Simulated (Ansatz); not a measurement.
## Relaxing a structure of AlOs

The relaxed structure here is a generated cell of AlOs: the first start was made by placing the elements on the sites of a structure type, and the end was not matched to a known phase here, so it may be hypothetical.

The start is a generated cell, AlOs placed in the AFLOW prototype AB_tP8_136_g_f (as in BeO). A full variable-cell relaxation at zero pressure is run with PBEsol (plane waves to 420 eV, PAW, scalar-relativistic; Ansatz, a program for electronic structure). The first steps use a coarse 6×6×10 k-mesh.

Starting cell:
```yaml
crystal:
  lattice:
    - [5.67502, 0.00000, 0.00000]
    - [0.00000, 5.67502, 0.00000]
    - [0.00000, 0.00000, 3.27359]
  atoms:
    - { symbol: Os, position: [0.33600, 0.66400, 0.00000] }
    - { symbol: Os, position: [0.83600, 0.83600, 0.50000] }
    - { symbol: Os, position: [0.16400, 0.16400, 0.50000] }
    - { symbol: Os, position: [0.66400, 0.33600, 0.00000] }
    - { symbol: Al, position: [0.31000, 0.31000, 0.00000] }
    - { symbol: Al, position: [0.81000, 0.19000, 0.50000] }
    - { symbol: Al, position: [0.19000, 0.81000, 0.50000] }
    - { symbol: Al, position: [0.69000, 0.69000, 0.00000] }
```

How large is the pressure on the unrelaxed cell, and of which sign?

+137 GPa (positive: the cell is compressed).

What is the largest force in the starting geometry, and on which atom (counted from 1)?

2.85 eV/Å, on Al5, Al6, Al7, Al8 (atoms numbered as listed).

By how much does the energy per atom fall from start to end?

3.51 eV/atom.

How does the volume per atom move from start to end?

+16.6 %, from 13.18 to 15.36 Å³/atom.

How do the shortest distances between atoms change?

The closest pairs of elements (up to four, under 3.6 Å), start → end: Al–Os 2.01 → 2.49 Å; Os–Os 2.63 → 2.71 Å; Al–Al 3.05 → 2.75 Å.

Write out the relaxed structure.


Space group P4₂/mnm (No. 136); a = 4.9684 Å, b = 4.9684 Å, c = 4.9783 Å, α = 90.00°, β = 90.00°, γ = 90.00°

```json
[
 {"atom": "Os", "site": "4g", "symmetry": "m.2m", "x": "0.1931", "y": "0.1931", "z": "0.5000"},
 {"atom": "Al", "site": "4f", "symmetry": "m.2m", "x": "0.1959", "y": "0.1959", "z": "0.0000"}
]
```

The space group stays P4₂/mnm (No. 136) (the run could not lower it), with 8 atoms in the primitive cell. Final values are on a 10×10×10 k-mesh of the relaxed cell. No spin polarisation in the result. A magnetic state may lie lower.

The run could not lose the symmetry of its start, so the end can be a saddle point.
